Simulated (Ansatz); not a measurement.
All numbers below come from DFT PBE, scalar-relativistic, plane waves, PAW in Ansatz 0.2.0. All cells share a 420 eV cutoff and Γ-centred k meshes spaced at most about 0.3 Å⁻¹ (about 0.25 or finer for metals, 2π included). No spin polarisation in the final relaxations.

These are static total energies at zero pressure. All come from trial cells, and lower structures may exist.

**Question.** Order these relaxed structures of Sr3Bi by energy, lowest first, with the energy over the lowest of them.
A.

```cif
data_structure
_symmetry_space_group_name_H-M 'R32:H'
_symmetry_Int_Tables_number 155
_cell_length_a 7.7458
_cell_length_b 7.7458
_cell_length_c 12.4881
_cell_angle_alpha 90.000
_cell_angle_beta 90.000
_cell_angle_gamma 120.000
_cell_volume 648.87
loop_
_atom_site_label
_atom_site_type_symbol
_atom_site_symmetry_multiplicity
_atom_site_Wyckoff_symbol
_atom_site_fract_x
_atom_site_fract_y
_atom_site_fract_z
_atom_site_occupancy
Sr1 Sr 9 e 0.33333 0.34676 0.16667 1
Bi1 Bi 3 a 0.00000 0.00000 0.00000 1
```

B.

```cif
data_structure
_symmetry_space_group_name_H-M 'P-6m2'
_symmetry_Int_Tables_number 187
_cell_length_a 4.7670
_cell_length_b 4.7670
_cell_length_c 10.8843
_cell_angle_alpha 90.000
_cell_angle_beta 90.000
_cell_angle_gamma 120.000
_cell_volume 214.20
loop_
_atom_site_label
_atom_site_type_symbol
_atom_site_symmetry_multiplicity
_atom_site_Wyckoff_symbol
_atom_site_fract_x
_atom_site_fract_y
_atom_site_fract_z
_atom_site_occupancy
Sr1 Sr 1 f 0.66667 0.33333 0.50000 1
Sr2 Sr 2 h 0.33333 0.66667 0.17334 1
Bi1 Bi 1 e 0.66667 0.33333 0.00000 1
```

C.

```cif
data_structure
_symmetry_space_group_name_H-M 'P-62m'
_symmetry_Int_Tables_number 189
_cell_length_a 7.5048
_cell_length_b 7.5048
_cell_length_c 4.5662
_cell_angle_alpha 90.000
_cell_angle_beta 90.000
_cell_angle_gamma 120.000
_cell_volume 222.73
loop_
_atom_site_label
_atom_site_type_symbol
_atom_site_symmetry_multiplicity
_atom_site_Wyckoff_symbol
_atom_site_fract_x
_atom_site_fract_y
_atom_site_fract_z
_atom_site_occupancy
Sr1 Sr 3 g 0.67164 0.00000 0.50000 1
Bi1 Bi 1 a 0.00000 0.00000 0.00000 1
```

D.

```cif
data_structure
_symmetry_space_group_name_H-M 'Fm-3m'
_symmetry_Int_Tables_number 225
_cell_length_a 8.7899
_cell_length_b 8.7899
_cell_length_c 8.7899
_cell_angle_alpha 90.000
_cell_angle_beta 90.000
_cell_angle_gamma 90.000
_cell_volume 679.13
loop_
_atom_site_label
_atom_site_type_symbol
_atom_site_symmetry_multiplicity
_atom_site_Wyckoff_symbol
_atom_site_fract_x
_atom_site_fract_y
_atom_site_fract_z
_atom_site_occupancy
Sr1 Sr 8 c 0.25000 0.75000 0.75000 1
Sr2 Sr 4 b 0.50000 0.00000 0.00000 1
Bi1 Bi 4 a 0.00000 0.00000 0.00000 1
```

**Answer.** B (0 meV/atom), A (29 meV/atom), C (43 meV/atom), D (74 meV/atom). Forms: B P-6m2; A R32; C P-62m; D BiF3 (D0_3) type, Fm-3m. Counting all near atoms (those within 1.25 times the shortest distance at each site; a plus sign parts nearer from farther groups; a slash parts the counts of unlike sites): B has Sr 3+1/12+2, Bi 6; A has Sr 2+2, Bi 6; C has Sr 2, Bi 6; D has Sr 8+6, Bi 8+6.

The k mesh leaves some 4 meV/atom of noise in the energy of each metallic cell. Spin–orbit coupling, which can matter for Bi, is left out. A magnetic state wasn't ruled out in cells without spin, among them P-6m2, R32. Cells relaxed within their symmetry can be saddle points. Some candidate types were left out of the draw beforehand, so a known form may be missing.
